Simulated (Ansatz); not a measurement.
CsI:
```cif
data_CsI
_chemical_formula_sum 'Cs1 I1'
_space_group_name_H-M_alt 'P 1'
_space_group_IT_number 1
_cell_length_a 4.61082
_cell_length_b 4.61082
_cell_length_c 4.61082
_cell_angle_alpha 90.000
_cell_angle_beta 90.000
_cell_angle_gamma 90.000
loop_
_space_group_symop_operation_xyz
  'x, y, z'
loop_
_atom_site_label
_atom_site_type_symbol
_atom_site_fract_x
_atom_site_fract_y
_atom_site_fract_z
_atom_site_occupancy
Cs1 Cs 0.00000 0.00000 0.00000 1
I1 I 0.50000 0.50000 0.50000 1
```

Relaxed with r²SCAN. r²SCAN in the plane-wave PAW code Ansatz gives a gap of 4.51 eV.

What gap does HSE06 give on the same cell (Ansatz, PAW)?

4.79 eV, 0.28 eV more. The hybrid was solved on a coarser mesh and at special points; its gap is the smallest among all of these.

```csv
k,v1 r²SCAN,c1 r²SCAN,v1 HSE06,c1 HSE06
Γ,-0.09,4.51,-0.10,4.79
R,-1.24,7.66,(withheld),(withheld)
M,0.00,4.77,(withheld),(withheld)
X,-0.22,5.68,(withheld),(withheld)
```

Top valence (v1) and lowest conduction level (c1) in eV from each method's valence maximum (which need not be a listed point): supply the withheld HSE06 values.


- X, v1 HSE06: -0.23
- X, c1 HSE06: 6.26
- M, v1 HSE06: 0.00
- M, c1 HSE06: 5.22
- R, v1 HSE06: -1.31
- R, c1 HSE06: 8.11

Cost on shared cores: the r²SCAN run (SCF on a 6×6×6 mesh, then bands and DOS) very roughly 19 core-seconds, the HSE06 run (SCF on 5×5×5, then a few points) about 120 core-seconds (a rough figure); the tasks are unlike.

Space group Pm-3m (CsCl type). The r²SCAN relaxation kept the symmetry of its start. Scalar-relativistic: spin–orbit coupling is off unless named, which matters more the heavier the elements.

Potentials: the later of the program's two PAW sets.
